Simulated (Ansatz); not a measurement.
PbS (rock salt)

```
PbS
1.0
    0.00000     3.00436     3.00436
    3.00436     0.00000     3.00436
    3.00436     3.00436     0.00000
S Pb
1 1
Direct
  0.00000   0.00000   0.00000
  0.50000   0.50000   0.50000
```

The relaxed cell is deformed in two ways at once: its volume V is scaled, and at that volume it is stretched along z (the c axis of the conventional cell) so that c/a changes. Fractional atomic positions are held.

These are PBE (plane waves to 420 eV, PAW, scalar-relativistic; Ansatz, an electronic-structure program) values and carry that method's errors. k mesh 10×10×10 (Γ-centred), Fermi-Dirac smearing 0.05 eV. Stress and pressure are positive under compression. PbS was relaxed with its symmetry unable to fall. Spin-orbit coupling is left out, though Pb is heavy. 

```
σzz − σxx (GPa)       V/V₀ = 0.960  V/V₀ = 0.973  V/V₀ = 0.987  V/V₀ = 1.000  V/V₀ = 1.013  V/V₀ = 1.027  V/V₀ = 1.040
--------------------  ------------  ------------  ------------  ------------  ------------  ------------  ------------
(c/a)/(c/a)₀ = 0.960          5.79          5.43          5.10          4.78          4.48          4.19    (withheld)
(c/a)/(c/a)₀ = 0.973          3.74          3.51          3.29          3.08          2.88          2.70          2.52
(c/a)/(c/a)₀ = 0.987          1.81          1.70          1.59          1.49          1.39          1.30    (withheld)
(c/a)/(c/a)₀ = 1.000          0.00          0.00          0.00          0.00          0.00          0.00          0.00
(c/a)/(c/a)₀ = 1.013         -1.70         -1.59         -1.49         -1.39         -1.30    (withheld)         -1.14
(c/a)/(c/a)₀ = 1.027         -3.30         -3.09         -2.89         -2.70         -2.52         -2.36         -2.20
(c/a)/(c/a)₀ = 1.040         -4.81         -4.50         -4.21    (withheld)         -3.67         -3.42    (withheld)
```

Q: Complete the blanks.

A: 
- (c/a)/(c/a)₀ = 0.960, V/V₀ = 1.040: 3.92
- (c/a)/(c/a)₀ = 0.987, V/V₀ = 1.040: 1.22
- (c/a)/(c/a)₀ = 1.013, V/V₀ = 1.027: -1.22
- (c/a)/(c/a)₀ = 1.040, V/V₀ = 1.000: -3.93
- (c/a)/(c/a)₀ = 1.040, V/V₀ = 1.040: -3.19

(Under strain, the slope of the energy per volume gives the stress and its curvature an elastic modulus.)
